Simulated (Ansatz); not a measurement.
HfO₂:
```xyz
6
Lattice="3.6048 0.0000 0.0000 0.0000 3.6048 0.0000 0.0000 0.0000 5.2648" Properties=species:S:1:pos:R:3 pbc="T T T"
Hf     1.8024     1.8024     2.6324
Hf     0.0000     0.0000     0.0000
O      0.0000     1.8024     3.6498
O      0.0000     1.8024     1.0174
O      1.8024     0.0000     4.2474
O      1.8024     0.0000     1.6150
```

Relaxed with PBE. Special points in fractions of this cell's reciprocal vectors: Γ (0.000, 0.000, 0.000); X (0.000, 0.500, 0.000); M (0.500, 0.500, 0.000); Z (0.000, 0.000, 0.500); R (0.000, 0.500, 0.500); A (0.500, 0.500, 0.500).

Q: List the band energies nearest the valence-band maximum at these points for the program Ansatz at the PBE level (PAW).

A: In eV from the valence-band maximum; about four levels below and three above (degenerate sets whole), none deeper than 8.9 eV; points with the same levels are listed once.

| k | below | above |
|---|---|---|
| Γ | -0.78 -0.15 -0.06 -0.06 | 4.67 4.69 5.84 |
| X | -1.36 -1.36 -0.16 -0.16 | 5.05 5.05 6.01 6.01 |
| M | -0.74 -0.74 -0.62 -0.62 | 5.74 5.74 5.99 5.99 |
| Z | -0.72 -0.72 0.00 0.00 | 5.29 5.29 5.60 5.60 |
| R | -1.37 -1.37 -0.89 -0.89 | 5.16 5.16 5.55 5.55 |
| A | -1.45 -1.45 -0.07 -0.07 | 5.82 5.82 6.24 6.24 |

Space group P4_2/nmc. This is a known high-temperature phase of the composition, computed here at zero pressure and temperature. The PBE relaxation kept the symmetry of its start; whether a distortion lowers the energy is not shown. The run is not spin-polarised. Scalar-relativistic: spin–orbit coupling is off unless named, which matters more the heavier the elements.

Potentials: the earlier of the program's two PAW sets.
